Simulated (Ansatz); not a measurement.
## BiPt: pressure against volume, fitted

```yaml
crystal:
  lattice:
    - [4.31500, 0.00000, 0.00000]
    - [-2.15750, 3.73690, 0.00000]
    - [0.00000, 0.00000, 5.49000]
  atoms:
    - { symbol: Bi, position: [0.33333, 0.66667, 0.25000] }
    - { symbol: Bi, position: [0.66667, 0.33333, 0.75000] }
    - { symbol: Pt, position: [0.00000, 0.00000, 0.00000] }
    - { symbol: Pt, position: [0.00000, 0.00000, 0.50000] }
```

Atom numbers follow the list: Bi1, Bi2, Pt3, Pt4.

The cell is COD entry 9008911, as deposited and not checked against the literature; nothing was relaxed.

Spin–orbit coupling is left out, though it moves levels of the heavy atoms by tenths of an eV or more.

Theory: DFT, LDA, all-electron LAPW, scalar-relativistic in Ansatz 0.2.0.

Settings: a Γ-centred 9×9×6 k mesh, Fermi–Dirac smearing of 0.05 eV, basis error target 0.5 meV/atom, no spin polarisation.

The cell is scaled evenly. Fractional coordinates are held (clamped ions).

| V (Å³/atom) | P (GPa) |
| --- | --- |
| 20.803 | 9.26 |
| 21.689 | 2.59 |
| 21.910 | 1.16 |
| 22.131 | -0.19 |
| 22.352 | -1.46 |
| 22.574 | -2.66 |
| 23.016 | -4.84 |
| 23.459 | -6.78 |

(1) Fit a third-order Birch–Murnaghan curve to the pressures.

(2) Predict the pressure at the withheld volume, 21.246 Å³/atom.

Results:

(1) P = (3B0/2)(y^(7/2) − y^(5/2))[1 + (3/4)(B0′ − 4)(y − 1)] with y = (V0/V)^(2/3) fits within 0.01 GPa for V0 = 22.099 Å³/atom, B0 = 131.8 GPa and B0′ = 4.99.

(2) There y = 1.0266, so the fit gives 5.72 GPa; the run gave 5.73 GPa.
